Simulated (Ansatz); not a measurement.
## Run record: CuI

CuI is taken as a measured crystal structure (space group F-43m, primitive cell doubled), 4 atoms in the cell. Source: COD entry 9004456; the sample's temperature and pressure aren't taken into account, and it need not be the stable phase.

All numbers below come from DFT, PBE+U, PAW, plane waves, scalar-relativistic in Ansatz.

Input:

```yaml
crystal:
  lattice:
    - [6.063, 3.0315, 3.0315]
    - [3.0315, 6.063, 3.0315]
    - [3.0315, 3.0315, 6.063]
  atoms:
    - { symbol: Cu, position: [0.375, 0.375, 0.375], spin: 1.0 }
    - { symbol: Cu, position: [0.875, 0.875, 0.875], spin: -1.0 }
    - { symbol: I, position: [0.0, 0.0, 0.0] }
    - { symbol: I, position: [0.5, 0.5, 0.5] }
  symmetry: { detect: false, time_reversal: true }
magnetization:
  spin_polarized: true
hamiltonian:
  xc: pbe
  pseudopotentials: { kind: paw }
  hubbard:
    sites:
      - { site: 0, l: d, u_eff: 6.9, starting_ns: [{ spin: up, occupation_matrix: s0up }, { spin: down, occupation_matrix: s0down }] }
      - { site: 1, l: d, u_eff: 6.9, starting_ns: [{ spin: up, occupation_matrix: s1up }, { spin: down, occupation_matrix: s1down }] }
    occupation_matrices:
      s0up:
        matrix:
          - [0.999999, 0.0, 0.0, 0.0, 0.0]
          - [0.0, 0.999999, 0.0, 0.0, 0.0]
          - [0.0, 0.0, 0.999999, 0.0, 0.0]
          - [0.0, 0.0, 0.0, 0.999999, 0.0]
          - [0.0, 0.0, 0.0, 0.0, 0.999999]
      s0down:
        matrix:
          - [0.999999, 0.0, 0.0, 0.0, 0.0]
          - [0.0, 0.999999, 0.0, 0.0, 0.0]
          - [0.0, 0.0, 0.999999, 0.0, 0.0]
          - [0.0, 0.0, 0.0, 0.999999, 0.0]
          - [0.0, 0.0, 0.0, 0.0, 0.999999]
      s1down:
        matrix:
          - [0.999999, 0.0, 0.0, 0.0, 0.0]
          - [0.0, 0.999999, 0.0, 0.0, 0.0]
          - [0.0, 0.0, 0.999999, 0.0, 0.0]
          - [0.0, 0.0, 0.0, 0.999999, 0.0]
          - [0.0, 0.0, 0.0, 0.0, 0.999999]
      s1up:
        matrix:
          - [0.999999, 0.0, 0.0, 0.0, 0.0]
          - [0.0, 0.999999, 0.0, 0.0, 0.0]
          - [0.0, 0.0, 0.999999, 0.0, 0.0]
          - [0.0, 0.0, 0.0, 0.999999, 0.0]
          - [0.0, 0.0, 0.0, 0.0, 0.999999]
basis:
  ecutwfc: 420
kpoints:
  mp_grid: { grid: [6, 6, 6] }
scf:
  occupations: { method: fermi_dirac, width: 0.1 }
  lower_state_search: "off"
  max_iter: 200
output:
  forces: true
  stress: true
```

What the program printed (shortened):

```
basis.fft_grid_basis auto: the FFT boxes are laid along the combinations [[1, 0, -1], [0, 1, -1], [0, 0, 1]] of the cell's own vectors, 4.287, 4.287 and 7.426 Å long. The dense box has 30×30×50 points. Along the cell's own vectors, as sized, it would have 50×50×50, 2.78 times as many. [...]
Cu: projections on atomic orbitals take those of the free atom [Ne] 3s2 3p6 3d10 4s1, of charge +0.00 (hamiltonian.pseudopotentials.projection_atoms); the dataset's partial waves leave at most 2.0e-6 of an orbital's norm unspanned inside its sphere
I: projections on atomic orbitals take those of the free atom [Kr] 4d10 5s2 5p5, of charge +0.00 (hamiltonian.pseudopotentials.projection_atoms); the dataset's partial waves leave at most 9.4e-6 of an orbital's norm unspanned inside its sphere
Pseudopotentials: kind: paw
Pseudopotential: Cu, paw, valence charge 19, recommended cutoff 420 eV (normal), Cu.paw.azcp
Pseudopotential: I, paw, valence charge 17, recommended cutoff 420 eV (normal), I.paw.azcp
Functional definition: PBE
Crystal: 4 atoms, lattice volume = 111.438 Å³
Basis set: ecut = 420 eV, 2135 PW (Γ), FFT grids on a1−a3, a2−a3, a3, exchange–correlation on 60×60×100 points (8 copies of the dense FFT grid, shifted against one another)
Bands: 45, of which v1, the nominal top of the filled ones, is band 36 counted from 1 (35 counted from 0)
Symmetry: 1 space group operations
k-points: 112 of 216 (time reversal used)
Non-local potential: Cu, projectors of the file, l = 0: 3, l = 1: 2, l = 2: 3, l = 3: 1
Non-local potential: I, projectors of the file, l = 0: 2, l = 1: 2, l = 2: 2, l = 3: 2
Initial density: superposition of atomic densities (chi_scale 0.1, normalization cell, long waves kept (reshape's long-wave potential 0.00 eV rms))
Starting moments: Σ|m| = 2 μB on 2 of 4 sites
Initial wavefunctions: pseudopotential atomic-orbital guess
Functional: x = pbe(κ = 0.804, μ = 0.2195149727645171), c = pbe(β = 0.06672455060314922)
SCF iter   1: F=—  HF=-28278.061901 eV  |F-HF|=—  |Δ(HF+E_count)|=         —  Δρ=7.35e-2 (↑7.35e-2 ↓7.35e-2)  dr2=6.93e0  dr2_m=4.02e0  M=-0.000 μB ∫|m|=0.145 μB  β_m=0.30  ethr=3.10e-3  ⟨swp⟩=9.2  Hψ=44281  notcnv=0  defer=18
preconditioner: auto → Resta (q_TF=auto, 2.537 Å⁻¹)  ε∞=3.9  [insulator: Δε(μ)=1.859 eV  Ē_g=12.348 eV  σ=0.100 eV  W_gap=1.00  n_scr=28 (ndim 8)  ℏωp=21.1 eV  f_vac=0.149  D(μ)=0.00/eV (n_scr^D=0)  ε∞_Penn≈3.9]
spin=Collinear: Resta preconditioning applied to the charge; magnetization (m = ρ↑ − ρ↓) channel mixes plain (no charge-response kernel on spin).
SCF iter   2: F=—  HF=-28276.556851 eV  |F-HF|=—  |Δ(HF+E_count)|=    1.51e0  Δρ=4.60e-2 (↑4.60e-2 ↓4.60e-2)  dr2=1.38e0  dr2_m=2.00e0  M=-0.000 μB ∫|m|=0.134 μB  β_m=0.30  ethr=3.10e-3  ⟨swp⟩=3.0  Hψ=18290  notcnv=0  defer=486
SCF iter   3: F=—  HF=-28276.224192 eV  |F-HF|=—  |Δ(HF+E_count)|=   3.33e-1  Δρ=3.24e-2 (↑3.24e-2 ↓3.24e-2)  dr2=2.81e-1  dr2_m=1.03e0  M=-0.000 μB ∫|m|=0.108 μB  β_m=0.30  ethr=1.91e-3  ⟨swp⟩=3.6  Hψ=16902  notcnv=0  defer=492
SCF iter   4: F=—  HF=-28276.216232 eV  |F-HF|=—  |Δ(HF+E_count)|=   7.96e-3  Δρ=2.31e-2 (↑2.31e-2 ↓2.31e-2)  dr2=2.37e-2  dr2_m=5.36e-1  M=-0.000 μB ∫|m|=0.086 μB  β_m=0.30  ethr=3.91e-4  ⟨swp⟩=3.0  Hψ=16601  notcnv=0  defer=492
SCF iter   5: F=—  HF=-28276.265408 eV  |F-HF|=—  |Δ(HF+E_count)|=   4.92e-2  Δρ=1.67e-2 (↑1.67e-2 ↓1.67e-2)  dr2=9.12e-3  dr2_m=2.81e-1  M=0.000 μB ∫|m|=0.066 μB  β_m=0.30  ethr=3.30e-5  ⟨swp⟩=2.0  Hψ=18018  notcnv=0  defer=492
SCF iter   6: F=—  HF=-28276.280551 eV  |F-HF|=—  |Δ(HF+E_count)|=   1.51e-2  Δρ=1.21e-2 (↑1.21e-2 ↓1.21e-2)  dr2=1.09e-3  dr2_m=1.48e-1  M=0.000 μB ∫|m|=0.050 μB  β_m=0.30  ethr=1.27e-5  ⟨swp⟩=2.3  Hψ=15831  notcnv=0  defer=492
SCF iter   7: F=—  HF=-28276.287750 eV  |F-HF|=—  |Δ(HF+E_count)|=   7.20e-3  Δρ=8.78e-3 (↑8.78e-3 ↓8.78e-3)  dr2=4.91e-4  dr2_m=7.85e-2  M=0.000 μB ∫|m|=0.038 μB  β_m=0.30  ethr=1.52e-6  ⟨swp⟩=2.0  Hψ=17576  notcnv=0  defer=492
Mixer restart at iter 7: flushing history
spin-set hold released at iteration 7 (site moments contracting): the magnetisation degrees of freedom join the quasi-Newton model from the next iteration; the mixer history was flushed
SCF iter   8: F=—  HF=-28276.292459 eV  |F-HF|=—  |Δ(HF+E_count)|=   4.71e-3  Δρ=6.41e-3 (↑6.41e-3 ↓6.41e-3)  dr2=6.12e-4  dr2_m=4.16e-2  M=0.000 μB ∫|m|=0.029 μB  β_m=0.65  ethr=6.82e-7  ⟨swp⟩=2.0  Hψ=16454  notcnv=0  defer=492
SCF iter   9: F=—  HF=-28276.298072 eV  |F-HF|=—  |Δ(HF+E_count)|=   5.61e-3  Δρ=6.90e-4 (↑6.90e-4 ↓6.90e-4)  dr2=1.08e-3  dr2_m=4.59e-6  M=0.000 μB ∫|m|=0.003 μB  β_m=0.49  ethr=6.82e-7  ⟨swp⟩=2.1  Hψ=17610  notcnv=0  defer=492
SCF iter  10: F=—  HF=-28276.297649 eV  |F-HF|=—  |Δ(HF+E_count)|=   4.23e-4  Δρ=8.19e-5 (↑8.19e-5 ↓8.19e-5)  dr2=1.19e-5  dr2_m=3.89e-6  M=0.000 μB ∫|m|=0.003 μB  β_m=0.63  ethr=6.82e-7  ⟨swp⟩=2.0  Hψ=17868  notcnv=0  defer=516
SCF iter  11: F=—  HF=-28276.297672 eV  |F-HF|=—  |Δ(HF+E_count)|=   2.32e-5  Δρ=3.86e-5 (↑3.86e-5 ↓3.86e-5)  dr2=1.22e-6  dr2_m=9.44e-7  M=-0.000 μB ∫|m|=0.002 μB  β_m=0.81  ethr=1.66e-8  ⟨swp⟩=2.0  Hψ=17096  notcnv=0  defer=516
SCF iter  12: F=—  HF=-28276.297680 eV  |F-HF|=—  |Δ(HF+E_count)|=   7.62e-6  Δρ=2.28e-5 (↑2.28e-5 ↓2.28e-5)  dr2=1.30e-6  dr2_m=3.39e-8  M=0.000 μB ∫|m|=0.000 μB  β_m=0.91  ethr=1.69e-9  ⟨swp⟩=2.0  Hψ=17576  notcnv=0  defer=516
iter 13 did not close the SCF: its close was put off for a magnetic moment that had not settled (scf_convergence_deferred on its scf_iter line)
SCF iter  13: F=-28276.297680 eV  HF=-28276.297680 eV  |F-HF|=3.19e-8  |Δ(HF+E_count)|=   3.68e-8  Δρ=2.38e-6 (↑2.38e-6 ↓2.25e-6)  dr2=2.40e-8  dr2_m=8.11e-10  M=0.000 μB ∫|m|=0.000 μB  β_m=0.95  ethr=1.39e-10  ⟨swp⟩=3.0  Hψ=36066  notcnv=0
SCF iter  14: F=-28276.297680 eV  HF=-28276.297680 eV  |F-HF|=3.21e-9  |Δ(HF+E_count)|=   3.31e-8  Δρ=1.12e-6 (↑9.42e-7 ↓1.12e-6)  dr2=5.61e-9  dr2_m=4.07e-11  M=0.000 μB ∫|m|=0.000 μB  ethr=3.34e-11  ⟨swp⟩=2.0  Hψ=31340  notcnv=0
WARN: the starting moments were not kept: the SCF closed with an absolute magnetisation of 1.1e-5 μB, where they sum to 2 μB in size (2 sites). That is at most 0.1 of that sum. Measured as dr2_m measures the in/out step, that magnetisation stands 1.0e-11 eV from none, at or under the dr2_threshold of 1.0e-7 eV: it is no larger than a step whose dr2_m would equal this threshold. The system may hold no moment; this SCF shows only that its start led to no more than that. [...]
SCF 1 converged in 14 iterations: F = -28276.297680 eV  dr2 = 5.61e-9
  greatest PAW one-centre occupation: 1.000 electrons in one spin orbital (limit 2), on the Cu atom at site 1 (counted from 0), in its partial waves of l = 0
SCF converged after 14 iterations
Magnetization: 0.0000 μB (36.0000 up, 36.0000 down)
Absolute magnetization: 0.0000 μB (∫|ρ↑−ρ↓|, with the PAW one-centre terms)
Spin contamination: 0.0000 ħ² per cell (⟨S²⟩ above its minimum at these occupations)
Per-site moments (μB) at R_I (Å): [(-1.0438e-7, 1.0829), (1.0261e-7, 1.0829), (8.9690e-7, 1.0829), (-8.9537e-7, 1.0829)]
Free energy (F): -28276.297680 eV
Harris-Foulkes:  -28276.297680 eV  (|F-HF|=3.21e-9)
Internal energy: -28276.297678 eV  (E = F + TS)
E sigma→0 (E₀):  -28276.297679 eV
Entropy (-TS):   -0.000001 eV (-0.000 meV/atom)
Fermi energy:    8.351790 eV
--- Per-component energies (eV) ---
  E_band       = -1786.441721
  E_kinetic    = 980.902847
  E_local      = -15270.403082  (includes V_loc(G=0)·N_el)
  E_nonlocal   = 635.141044
  E_hartree    = 7107.601131
  E_xc         = -430.348870
  E_vxc        = -481.899292  (∫ρ·V_xc dr)
  E_hubbard    = 0.330694  (on-site DFT+U / exact-exchange correction)
  E_vhub       = -68.006305  (the Hubbard potential's part of the band-sum identity)
  E_paw        = -12991.259136  (= ΣΔE_a)
  E_vpaw       = -1797.375699  (= ΣTr[D̂ρ^β])
  E_aug_tail   = 0.000598  (compensation charges beyond the density's cutoff)
  E_ewald      = -8308.262905
  E_smearing   = -0.000001  (= −TS)
  E_closure    = -0.000000  (closes the sum)
  Σ components = -28276.297680   (vs F -28276.297680, Δ=0.00e0)
--- Specified on-site occupations, and those of the state reported ---
  electrons in the specified blocks: 20.0000 specified, 19.9037 found
  site 1 (l=d) ↑: largest change of an orbital's occupation 0.0053; electrons 5.0000 specified, 4.9759 found; spectral distance 0.0109
  site 1 (l=d) ↓: largest change of an orbital's occupation 0.0053; electrons 5.0000 specified, 4.9759 found; spectral distance 0.0109
  site 0 (l=d) ↓: largest change of an orbital's occupation 0.0053; electrons 5.0000 specified, 4.9759 found; spectral distance 0.0109
  site 0 (l=d) ↑: largest change of an orbital's occupation 0.0053; electrons 5.0000 specified, 4.9759 found; spectral distance 0.0109
--- Forces (eV/Å), atoms counted from 1 ---
  atom   1  Cu     0.00049753     0.00049753     0.00049754
  atom   2  Cu     0.00049437     0.00049437     0.00049437
  atom   3  I     -0.00050171    -0.00050170    -0.00050168
  atom   4  I     -0.00049009    -0.00049010    -0.00049009
  max |Σ_I F_I| component: 1.39e-7 eV/Å
--- Stress (GPa, compression-positive) ---
        1.488921      -0.005981      -0.005981
       -0.005981       1.488920      -0.005981
       -0.005981      -0.005981       1.488920
  P = ⅓ Tr σ = 1.4889 GPa (14.889 kbar)
```

The program warns that the starting moments weren't kept.

The run took 78 s on 2 threads of Arm Neoverse V2, on a shared host, peak memory 1.1 GiB.
